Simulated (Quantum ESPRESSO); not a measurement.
## Ru6HfAu (input and log of a self-consistent run)

Computed values, not a measurement. The program is pw.x of Quantum ESPRESSO 7.5 (plane-wave density functional theory). The cell is made up: eight metal atoms on a hexagonal close-packed lattice, with elements, volume, strain and displacements drawn at random and not relaxed, so it may be unstable or far from any real phase. PseudoDojo standard norm-conserving files set the functional (PBE unless stated); there is no spin polarisation or spin-orbit coupling, the Fermi-Dirac width of 0.25 eV means electrons at about 2900 K, and the masses in the input are unused placeholders. Heavy elements are run without spin-orbit coupling, which real alloys of them have. A spin test at this wide smearing found no moment, but such smearing suppresses magnetism that the real alloy may have.

Input:

```
&control calculation='scf', pseudo_dir='./dojo.nc.sr.pbe.v0_5.standard.upf', outdir='./o', disk_io='minimal', tprnfor=.true., tstress=.true. /
&system ibrav=0, nat=8, ntyp=3, nbnd=81, ecutwfc=84.00895049, nosym=.true., tot_charge=0,
 occupations='smearing', smearing='fd', degauss=0.0183746611
/
&electrons conv_thr=1.470e-08, electron_maxstep=70, mixing_beta=0.5 /
ATOMIC_SPECIES
Au 1.0 Au.upf
Hf 1.0 Hf.upf
Ru 1.0 Ru.upf
CELL_PARAMETERS angstrom
-2.8124 -0.0103 -0.002
0.0147 5.0157 -4.69
-0.021 -5.0055 -4.6792
ATOMIC_POSITIONS angstrom
Ru -0.0192 0.2345 0.0081
Ru 0.0097 1.7999 -2.2421
Ru 0.01 0.0041 -4.6952
Hf 0.0681 1.7075 -6.905
Ru -1.34 -0.7855 -2.3668
Ru -1.4811 -2.5311 -4.7147
Au -1.3384 -1.0216 -6.9483
Ru -1.3424 2.5976 -4.6796
K_POINTS automatic
8 4 4 1 1 1
```

The log is shortened where brackets say so; the opening notice, blank lines, dates and the lines on written files are dropped, and the path of the files is cut. It prints rydbergs, bohrs and kilobars, and counts compression as positive stress. Its total energy is the free energy E - TS of the whole cell.

```
     Program PWSCF v.7.5
     Parallel version (MPI & OpenMP), running on       4 processor cores
     Number of MPI processes:                 4
     Threads/MPI process:                     1
     [start-up lines left out]
     bravais-lattice index     =            0
     lattice parameter (alat)  =       5.3147  a.u.
     unit-cell volume          =     890.9628 (a.u.)^3
     number of atoms/cell      =            8
     number of atomic types    =            3
     number of electrons       =       127.00
     number of Kohn-Sham states=           81
     kinetic-energy cutoff     =      84.0090  Ry
     charge density cutoff     =     336.0358  Ry
     scf convergence threshold =      1.5E-08
     mixing beta               =       0.5000
     number of iterations used =            8  plain     mixing
     Exchange-correlation= PBE
                           (   1   4   3   4   0   0   0)
     [axes and pseudopotential details left out]
   Cartesian axes
     site n.     atom                  positions (alat units)
         1        Ru     tau(   1) = (  -0.0068269   0.0833802   0.0028801  )
         2        Ru     tau(   2) = (   0.0034490   0.6399827  -0.7972139  )
         3        Ru     tau(   3) = (   0.0035557   0.0014578  -1.6694522  )
         4        Hf     tau(   4) = (   0.0242140   0.6071285  -2.4551813  )
         5        Ru     tau(   5) = (  -0.4764581  -0.2792969  -0.8415530  )
         6        Ru     tau(   6) = (  -0.5266284  -0.8999724  -1.6763857  )
         7        Au     tau(   7) = (  -0.4758892  -0.3632459  -2.4705773  )
         8        Ru     tau(   8) = (  -0.4773114   0.9236175  -1.6639054  )
     number of k points=    64  Fermi-Dirac smearing, width (Ry)=  0.0184
                       cart. coord. in units 2pi/alat
        k(    1) = (  -0.0624476   0.0001416  -0.0750021), wk =   0.0312500
        k(    2) = (  -0.0621369  -0.0701022  -0.1501231), wk =   0.0312500
     [further k points left out]
     Dense  grid:    92697 G-vectors     FFT dimensions: (  32,  75,  75)
     Estimated max dynamical RAM per process >     398.42 MB
     Estimated total dynamical RAM >       1.49 GB
     Initial potential from superposition of free atoms
     starting charge     126.9934, renormalised to     127.0000
     Starting wfcs are   80 randomized atomic wfcs +    1 random wfcs
     total cpu time spent up to now is        7.0 secs
     per-process dynamical memory:   317.6 Mb
     Self-consistent Calculation
     iteration #  1     ecut=    84.01 Ry     beta= 0.50
     Davidson diagonalization with overlap
     ethr =  1.00E-02,  avg # of iterations =  3.0
     total cpu time spent up to now is       28.2 secs
     total energy              =   -1620.56519210 Ry
     estimated scf accuracy    <       3.00432168 Ry
     iteration #  2     ecut=    84.01 Ry     beta= 0.50
     Davidson diagonalization with overlap
     ethr =  2.37E-03,  avg # of iterations =  3.6
     total cpu time spent up to now is       50.0 secs
     total energy              =   -1619.29090526 Ry
     estimated scf accuracy    <      32.69223851 Ry
     iteration #  3     ecut=    84.01 Ry     beta= 0.50
     Davidson diagonalization with overlap
     ethr =  2.37E-03,  avg # of iterations =  3.1
     total cpu time spent up to now is       70.8 secs
     total energy              =   -1621.23166762 Ry
     estimated scf accuracy    <      12.38892991 Ry
     iteration #  4     ecut=    84.01 Ry     beta= 0.50
     Davidson diagonalization with overlap
     ethr =  2.37E-03,  avg # of iterations =  2.8
     total cpu time spent up to now is       89.3 secs
     total energy              =   -1621.71854796 Ry
     estimated scf accuracy    <       5.15750524 Ry
     iteration #  5     ecut=    84.01 Ry     beta= 0.50
     Davidson diagonalization with overlap
     ethr =  2.37E-03,  avg # of iterations =  1.1
     total cpu time spent up to now is      107.1 secs
     total energy              =   -1621.97450210 Ry
     estimated scf accuracy    <       1.75083108 Ry
     [iterations 6 to 18 left out]
     iteration # 19     ecut=    84.01 Ry     beta= 0.50
     Davidson diagonalization with overlap
     ethr =  5.11E-10,  avg # of iterations =  1.0
     total cpu time spent up to now is      342.3 secs
     total energy              =   -1622.11193741 Ry
     estimated scf accuracy    <       0.00000035 Ry
     iteration # 20     ecut=    84.01 Ry     beta= 0.50
     Davidson diagonalization with overlap
     ethr =  2.78E-10,  avg # of iterations =  1.1
     total cpu time spent up to now is      358.8 secs
     total energy              =   -1622.11193741 Ry
     estimated scf accuracy    <       0.00000098 Ry
     iteration # 21     ecut=    84.01 Ry     beta= 0.50
     Davidson diagonalization with overlap
     ethr =  2.78E-10,  avg # of iterations =  1.0
     total cpu time spent up to now is      375.2 secs
     total energy              =   -1622.11193745 Ry
     estimated scf accuracy    <       0.00000003 Ry
     iteration # 22     ecut=    84.01 Ry     beta= 0.50
     Davidson diagonalization with overlap
     ethr =  2.08E-11,  avg # of iterations =  2.0
     total cpu time spent up to now is      394.0 secs
     total energy              =   -1622.11193745 Ry
     estimated scf accuracy    <       0.00000014 Ry
     iteration # 23     ecut=    84.01 Ry     beta= 0.50
     Davidson diagonalization with overlap
     ethr =  2.08E-11,  avg # of iterations =  1.0
     total cpu time spent up to now is      410.4 secs
     End of self-consistent calculation
     [lines on levels left out]
!    total energy              =   -1622.11193745 Ry
     estimated scf accuracy    <          8.6E-09 Ry
     smearing contrib. (-TS)   =      -0.15357738 Ry
     internal energy E=F+TS    =   -1621.95836006 Ry
     The total energy is F=E-TS. E is the sum of the following terms:
     one-electron contribution =    -418.16573287 Ry
     hartree contribution      =     283.56688409 Ry
     xc contribution           =    -284.81233591 Ry
     ewald contribution        =   -1202.54717537 Ry
     convergence has been achieved in  23 iterations
     Forces acting on atoms (cartesian axes, Ry/au):
     atom    1 type  3   force =     0.00177173   -0.04744292   -0.04596583
     atom    2 type  3   force =     0.00966294   -0.12744141   -0.01424211
     atom    3 type  3   force =     0.00372829    0.01240384    0.07011725
     atom    4 type  2   force =    -0.00160876    0.01229981   -0.00714248
     atom    5 type  3   force =    -0.00904823    0.03812861    0.00420484
     atom    6 type  3   force =     0.01604378    0.01829702    0.01714780
     atom    7 type  1   force =    -0.01466044    0.10584510   -0.02587058
     atom    8 type  3   force =    -0.00588931   -0.01209006    0.00175111
     Total force =     0.202248     Total SCF correction =     0.000633
     Computing stress (Cartesian axis) and pressure
          total   stress  (Ry/bohr**3)                   (kbar)     P=     -126.51
  -0.00042781  -0.00003905   0.00001818          -62.93       -5.74        2.67
  -0.00003905  -0.00084989  -0.00003978           -5.74     -125.02       -5.85
   0.00001818  -0.00003978  -0.00130230            2.67       -5.85     -191.57
     init_run     :      6.55s CPU      6.86s WALL (       1 calls)
     electrons    :    394.10s CPU    403.41s WALL (       1 calls)
     forces       :      2.94s CPU      2.95s WALL (       1 calls)
     stress       :     10.59s CPU     10.59s WALL (       1 calls)
     [timing details left out]
     PWSCF        :   6m54.31s CPU   7m 3.95s WALL
     JOB DONE.
```

In other units: free energy -22069.957 eV for the cell, pressure -12.65 GPa, largest force component 3.277 eV/Å in size. The run took 426 s of wall time with four MPI processes on a shared machine (Intel Xeon, 2023 or later, virtual cores), so the time is rough. A rerun of this cell at a higher cutoff and on a denser mesh moved values by no more than 0.013 eV in energy, 0.17 GPa in stress and 0.007 eV/Å in force, and a second program with other atomic files agreed on that cell to 2 % rms in force and 0.5 GPa in pressure.